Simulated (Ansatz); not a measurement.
Relaxed candidate structures of Ge:

A. P6₃/mmc (No. 194), hP4; a = b = 3.809 Å, c = 6.223 Å, α = β = 90.00°, γ = 120.00°; Ge 2a (0.000, 0.000, 0.000); Ge 2d (0.667, 0.333, 0.250)

B. I4/mmm (No. 139), tI8; a = b = 6.948 Å, c = 4.011 Å, α = β = γ = 90.00°; Ge 8h (0.179, 0.179, 0.000)

C. Pm-3m (No. 221), cP1; a = b = c = 2.6680 Å, α = β = γ = 90.00°; Ge 1b (0.500, 0.500, 0.500)

D. Ia-3 (No. 206), cI16; a = b = c = 6.9373 Å, α = β = γ = 90.00°; Ge 16c (0.148, 0.148, 0.148)

E. Pm-3n (No. 223), cP8; a = 5.323 Å, b = 5.323 Å, c = 5.323 Å, α = 90.00°, β = 90.00°, γ = 90.00°; Ge 6c (0.000, 0.500, 0.250); Ge 2a (0.000, 0.000, 0.000)

F. P6/mmm (No. 191), hP2; a = b = 4.3683 Å, c = 2.7268 Å, α = β = 90.00°, γ = 120.00°; Ge 2d (0.333, 0.667, 0.500)

Question: Order them by energy per atom (lowest first) at the level PBEsol (plane waves to 420 eV, PAW, scalar-relativistic; Ansatz, an electronic-structure program).

Answer: B (reference), D (+0.02 eV/atom), C (+0.10 eV/atom), A (+0.13 eV/atom), F (+0.18 eV/atom), E (+0.24 eV/atom)

The lowest structure calculated, Fd-3m, cF8, diamond type, is not among these; it lies 0.09 eV/atom below the lowest of them.  1 generated cell of layers, chains or molecules, poorly bound without dispersion, is left out. Each run could gain symmetry but not lose that of its start, so entries can be saddle points. From databases, or of a type measured for this composition: Ia-3, cI16; the others are generated cells (placed on structure types, drawn at random, substituted or restacked) that were not matched to a known phase here. Static energies at zero pressure. Each cell has its own k-point mesh; energy differences are given only to the digits this allows. No spin polarisation in the result.
